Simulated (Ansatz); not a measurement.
What a trial cell of Si2B relaxes into

Computed with Ansatz 0.2.0, DFT PBE+D3(BJ), scalar-relativistic, plane waves, PAW. Cutoff 420 eV, Gaussian smearing, Γ-centred meshes. In-plane cell and atoms relax first on a coarse mesh and then on a finer one. In metals the finer mesh still leaves noise of several meV/atom or more. The steps can't lower the symmetry of their start. No spin polarisation.

The guess for Si2B was made by a generator: sheets of the M2X type as a bilayer (elements of the layers in order: Si2B (M2X type), Si2B (M2X type)). A sheet's type names the database crystal that the layer was cut from. The dimensions are guesses.

The sheet is periodic along a and b; c holds vacuum.

```yaml
crystal:
  periodic: [true, true, false]
  lattice:
    - [2.51186, 0.00000, 0.00000]
    - [-1.25593, 2.17534, 0.00000]
    - [0.00000, 0.00000, 22.00000]
  atoms:
    - { symbol: Si, position: [0.33333, 0.66667, 0.33998] }
    - { symbol: Si, position: [0.66667, 0.33333, 0.42636] }
    - { symbol: Si, position: [0.66667, 0.33333, 0.57364] }
    - { symbol: Si, position: [0.00000, 0.00000, 0.66002] }
    - { symbol: B, position: [0.00000, 0.00000, 0.38317] }
    - { symbol: B, position: [0.33333, 0.66667, 0.61683] }
```

The zero of energy is the elements' standard structures at the same level; no fitted shifts are applied.

Task: Describe the relaxed structure.

Result: The symmetry stays p-3m1 (No. 72). The area per atom grows by 59.3 %, from 0.9 to 1.5 Å². The shortest distance goes from 1.73 Å (Si–B) to 2.03 Å (Si–B). The energy falls by about 2.2 eV/atom (the start's value is from the coarse mesh). The program sets the height of the box itself, so the height of the cell differs between start and end. In-plane cell: a = 3.170 Å, b = 3.170 Å, γ = 120.0°, thickness 6.52 Å between the outermost nuclei. Si at height 0.00 Å has 3 B at 2.19 Å; Si at height 2.07 Å has 3 B at 2.03 Å; B at height 1.19 Å has 6 Si at 2.03–2.19 Å.

```
CELL_PARAMETERS angstrom
3.17027 0.00000 0.00000
-1.58513 2.74553 0.00000
0.00000 0.00000 37.88169
ATOMIC_POSITIONS crystal
Si 0.33333 0.66667 0.20434
Si 0.66667 0.33333 0.25897
Si 0.66667 0.33333 0.32178
Si 0.00000 0.00000 0.37641
B 0.00000 0.00000 0.23587
B 0.33333 0.66667 0.34489
```

Task: How does it come out in energy, and is it a metal?

Result: The energy over the elements is +0.53 eV/atom and the gap on the 15×15×1 mesh of the 6-atom cell is 0 eV (a metal).

It can't be a ground state, since the elements alone are lower.

The last run used Gaussian smearing of 0.10 eV. A later test with randomly moved atoms came back to the same energy, though modes that don't fit the test's cell weren't probed. In all, the 3 runs took 55 s on 1 thread of AMD EPYC 9R45 96-Core Processor (Zen 5) (shared host).
